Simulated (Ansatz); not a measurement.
SiO₂:
```cif
data_O6Si3
_chemical_formula_sum 'Si3 O6'
_space_group_name_H-M_alt 'P 1'
_space_group_IT_number 1
_cell_length_a 4.92009
_cell_length_b 4.92009
_cell_length_c 5.41601
_cell_angle_alpha 90.000
_cell_angle_beta 90.000
_cell_angle_gamma 120.000
loop_
_space_group_symop_operation_xyz
  'x, y, z'
loop_
_atom_site_label
_atom_site_type_symbol
_atom_site_fract_x
_atom_site_fract_y
_atom_site_fract_z
_atom_site_occupancy
Si1 Si 0.00000 0.46888 0.33333 1
Si2 Si 0.53112 0.53112 0.00000 1
Si3 Si 0.46888 0.00000 0.66667 1
O1 O 0.14394 0.73082 0.54889 1
O2 O 0.26918 0.41312 0.21556 1
O3 O 0.58688 0.85606 0.88222 1
O4 O 0.73082 0.14394 0.45111 1
O5 O 0.41312 0.26918 0.78444 1
O6 O 0.85606 0.58688 0.11778 1
```

Relaxed with r²SCAN.

Question: Decompose the optical modes at the zone centre into irreducible representations, and say which are infrared and Raman allowed.

Answer: Point group 32: Γ_opt = 4A1 + 4A2 + 8E. Infrared: A2, E. Raman: A1, E.

Question: Assign frequencies (DFPT, the program Ansatz at the r²SCAN level (PAW); without the LO–TO term).

Answer: E 130, A1 213, E 264, A1 353, A2 360, E 390, E 448, A1 464, A2 494, E 695, A2 776, E 796, E 1071, A2 1079, A1 1087, E 1164 cm⁻¹.

Space group P3_221. The r²SCAN relaxation kept the symmetry of its start; phonons on a q-mesh show no instability.

Potentials: the earlier of the program's two PAW sets.
